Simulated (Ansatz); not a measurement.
Values for one crystal, relaxed and computed with r²SCAN (plane waves, PAW; program Ansatz); other levels are named.

```yaml
volume_per_atom: 17.31 Å³
electronic_character: metallic (no gap)
Bulk modulus (Birch–Murnaghan fit): 1170 kbar
Poisson's ratio: 0.32
debye_temperature_from_the_elastic_constants: 411 K
Elastic constants (relaxed ions, GPa): C11 = 178, C12 = 98.2, C13 = 76.0, C33 = 196, C44 = 47.7
hill_bulk_and_shear_moduli: 117 and 46.6 GPa
```

Pick the material that matches.
A) Au, diamond
B) Sc, hcp (Mg type)
C) Ti, hcp (Mg type)
D) Pd, fcc (Cu type)

C, Ti, hcp (Mg type)

Space group P6_3/mmc (hcp (Mg type)). The r²SCAN relaxation kept the symmetry of its start. The run is not spin-polarised. As this level gives no gap, shear constants depend on the k-mesh and smearing (Fermi–Dirac, 0.1 eV here).

Potentials: the earlier of the program's two PAW sets.
